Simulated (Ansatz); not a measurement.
The start is a randomly generated symmetric cell of Ga2Cu (space group No. 123). Cell shape, volume and atoms are optimised at zero target pressure with PBEsol (plane waves to 420 eV, PAW, scalar-relativistic; Ansatz, a first-principles code). The first steps use a coarse 11×11×6 k-mesh.

Initial structure:
```yaml
crystal:
  lattice:
    - [3.02307, 0.00000, 0.00000]
    - [0.00000, 3.02307, 0.00000]
    - [0.00000, 0.00000, 5.42305]
  atoms:
    - { symbol: Cu, position: [0.50000, 0.50000, 0.50000] }
    - { symbol: Ga, position: [0.00000, 0.00000, 0.00000] }
    - { symbol: Ga, position: [0.50000, 0.50000, 0.00000] }
```

| Quantity | Value |
|---|---|
| Outcome | The space group stays P4/mmm (No. 123) (the run could not lower it), with 3 atoms in the primitive cell |
| Energy released | 1.01 eV/atom |
| Shortest distances (start → end) | The closest pairs of elements (up to four, under 3.6 Å), start → end: Ga–Ga 2.14 → 2.57 Å; Cu–Ga 2.71 → 2.31 Å; Cu–Cu 3.02 → 3.64 Å |
| Band gap at the end | no gap (metallic) |
| Optimiser moves | 16 |

Final values are on a 13×13×10 k-mesh of the relaxed cell. No spin polarisation in the result.

The run could not lose the symmetry of its start.

All atoms sit on sites fixed by symmetry, so only the cell could relax.

The first start was generated by a random draw of sites in a space group. A measured structure of Ga2Cu has the same space group, P4/mmm (No. 123); the sites were not compared with it.
